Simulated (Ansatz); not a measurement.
## TiZn3: zone-centre modes under pressure

TiZn3, Pm-3m, a = 3.808 Å. The structure is a COD entry; whether it is the stable form wasn't checked. Ansatz: LDA, PAW, 420 eV, Γ-centred 12×12×12 mesh on 4 atoms, Fermi-Dirac smearing 0.15 eV; no spin polarisation. Cell and atoms are relaxed at each pressure with the symmetry kept; optical modes at Γ by linear response, in cm⁻¹, matched by rank (the highest 3 distinct ones).

| P (GPa) | V (Å³/atom) | ω1 | ω2 | ω3 |
| --- | --- | --- | --- | --- |
| 0 | 13.805 | 147.8 | 154.7 | 273.4 |
| 8 | 13.055 | ? | ? | ? |
| 25 | 11.969 | 192.4 | 198.7 | 346.6 |

Get each mode's Grüneisen parameter γ = −d ln ω/d ln V from the other rows and predict the missing frequencies.

ln(V/V0) = 0.0000, -0.0559, -0.1427; a line through ln(ω/ω0) of the 2 known rows gives ω1: γ = 1.848, predicted 163.9, computed 164.8; ω2: γ = 1.754, predicted 170.6, computed 171.3; ω3: γ = 1.662, predicted 300.0, computed 301.2. The worst miss is 0.6 %, or 5 % of the shift under pressure, so a constant γ serves at that level. In a metal these frequencies hang on the mesh and smearing.

Cost: 3 runs of about 10 core-minutes in all, on Arm Neoverse V2 (shared hosts).